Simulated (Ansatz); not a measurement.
ZrSe3:
```xyz
8
Lattice="5.4791 0.0000 0.0000 0.0000 3.7813 0.0000 -1.2848 0.0000 9.6638" Properties=species:S:1:pos:R:3 pbc="T T T"
Zr     0.7266     0.9453     6.3065
Zr     3.4677     2.8360     3.3573
Se    -0.4367     2.8360     7.9506
Se     4.6310     0.9453     1.7132
Se     1.9077     2.8360     7.9284
Se     2.2866     0.9453     1.7354
Se     0.7262     2.8360     4.3250
Se     3.4681     0.9453     5.3388
```

Relaxed with r²SCAN. Special points in fractions of this cell's reciprocal vectors: Γ (0.000, 0.000, 0.000); Z (0.000, 0.500, 0.000); D (0.000, 0.500, 0.500); B (0.000, 0.000, 0.500); A (-0.500, 0.000, 0.500); E (-0.500, 0.500, 0.500); C2 (-0.500, 0.500, 0.000); Y2 (-0.500, 0.000, 0.000).

List the band energies nearest the valence-band maximum at these points for DFT-r²SCAN in the program Ansatz with PAW potentials.

In eV from the valence-band maximum; about four levels below and three above (degenerate sets whole), none deeper than 8.9 eV; points with the same levels are listed once.

```csv
k,below,above
Γ,-0.59 -0.50 -0.03 -0.01,1.13 1.48 2.97
Z,-1.70 -1.70 -1.03 -1.03,2.83 2.83 3.20 3.20
D,-1.83 -1.83 -1.03 -1.03,2.84 2.84 3.20 3.20
B,-0.59 -0.50 -0.07 -0.04,1.00 1.65 2.96
A,-1.25 -0.80 -0.37 -0.35,0.82 0.99 1.59
E,-1.63 -1.63 -1.31 -1.31,1.08 1.08 2.91 2.91
C2,-1.73 -1.73 -1.24 -1.24,1.07 1.07 2.85 2.85
Y2,-0.85 -0.52 -0.33 -0.28,0.81 1.04 1.57
```

Space group P2_1/m. The workflow started from a Materials Project entry (that database holds measured and hypothetical structures alike); the Crystallography Open Database files this formula in space group No. 11, but the cells were not matched. Whether it is the stable phase at ambient conditions was not checked. The r²SCAN relaxation kept the symmetry of its start; whether a distortion lowers the energy is not shown. The run is not spin-polarised. A crystal of weakly bound layers computed without a dispersion correction: the cell and the soft elastic constants depend strongly on that. Scalar-relativistic: spin–orbit coupling is off unless named, which matters more the heavier the elements.

Potentials: the later of the program's two PAW sets.
